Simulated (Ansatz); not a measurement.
BiIr: one input, then a changed one

The cell was built from the zincblende type and relaxed in the same program; it needn't be a known or the stable phase. The listed cell was then made from it by scaling, straining or moving an atom.

First run: DFT, PBE, all-electron LAPW, scalar-relativistic (Ansatz 0.2.0).

Command: `ansatz run input.yaml --threads 1 --pin off --max-ram 2048MiB --backend cpu --events-out ev --progress --plain --runs-dir out` The run took 46 s on 1 thread of Intel(R) Xeon(R) Platinum 8488C (Sapphire Rapids) (shared host), peak memory 0.55 GiB.

```yaml
crystal:
  lattice:
    - [0.0, 3.0974923324, 3.0974923324]
    - [3.0974923324, 0.0, 3.0974923324]
    - [3.0974923324, 3.0974923324, 0.0]
  atoms:
    - { symbol: Ir, position: [0.0, 0.0, 0.0] }
    - { symbol: Bi, position: [0.25, 0.25, 0.25] }
kpoints:
  mp_grid: { grid: [11, 11, 11] }
scf:
  occupations: { method: fermi_dirac, width: 0.03 }
hamiltonian:
  xc: pbe
  pseudopotentials: { kind: all_electron, lapw: { basis_error: 0.001 } }
output:
  forces: true
  stress: true
  eigenvalues: true
```

Result: converged; pressure -2.31 GPa; no gap on the k mesh; 8 SCF iterations.

No spin–orbit coupling, which matters for the heavy atoms here.

The input is then changed:

```diff
@@ -8,7 +8,9 @@
     - { symbol: Bi, position: [0.25, 0.25, 0.25] }
 kpoints:
-  mp_grid: { grid: [11, 11, 11] }
+  mp_grid: { grid: [4, 4, 4] }
 scf:
   occupations: { method: fermi_dirac, width: 0.03 }
+  mixing: { preconditioner: kerker }
+  lower_state_search: standard
 hamiltonian:
   xc: pbe
```

Task: Predict the outcome of the changed run.

Result: It converged; energy at zero smearing -10.5 meV/atom from the first run; pressure -2.93 GPa; no gap on the k mesh; 13 SCF iterations. Some of these settings are too coarse for converged properties.
